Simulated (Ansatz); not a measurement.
VAg$_{3}$O$_{4}$:
```cif
data_Ag12O16V4
_chemical_formula_sum 'V4 Ag12 O16'
_space_group_name_H-M_alt 'C2/c'
_space_group_IT_number 15
_space_group_name_Hall '-C 2yc'
_cell_length_a 9.89450
_cell_length_b 5.00484
_cell_length_c 10.01959
_cell_angle_alpha 90.000
_cell_angle_beta 115.350
_cell_angle_gamma 90.000
loop_
_atom_site_label
_atom_site_type_symbol
_atom_site_symmetry_multiplicity
_atom_site_Wyckoff_symbol
_atom_site_fract_x
_atom_site_fract_y
_atom_site_fract_z
_atom_site_occupancy
V1 V 4 e 0.00000 0.44639 0.25000 1
Ag1 Ag 8 f 0.25935 0.04795 0.40508 1
Ag2 Ag 4 a 0.00000 0.00000 0.00000 1
O1 O 8 f 0.12078 0.24804 0.20574 1
O2 O 8 f 0.40263 0.15221 0.10315 1
```
(The calculation used a cell of 16 atoms; values per cell refer to that cell.)

Relaxed with PBEsol.

Problem. Tabulate the valence density and the electron localisation function along the shortest Ag–O contact (2.13 Å), PBEsol (plane waves, PAW; program Ansatz).

Solution. 

```tsv
distance from Ag (Å)	density (e/Å³)	ELF
0.21	17.98	0.81
0.32	14.71	0.75
0.43	11.05	0.68
0.53	7.58	0.60
0.64	4.71	0.51
0.74	2.64	0.39
0.85	1.39	0.27
0.96	0.80	0.17
1.06	0.59	0.14
1.17	0.59	0.21
1.28	0.72	0.46
1.38	1.03	0.71
1.49	1.61	0.80
1.60	2.60	0.81
1.70	3.95	0.75
1.81	5.38	0.63
1.91	6.55	0.45
```

The density is the valence pseudo-density with augmentation charge, so density and ELF within about 1 Å of a nucleus are not all-electron values.

The first step of the workflow began from a Materials Project structure, measured or hypothetical; the Crystallography Open Database files this formula in space group No. 15, but the cells were not matched. Its standing as an ambient phase is unchecked. The PBEsol relaxation kept the symmetry of its start; whether a distortion lowers the energy is not shown. No spin polarisation was allowed. No Hubbard U is applied.

Potentials: the later of the program's two PAW sets.
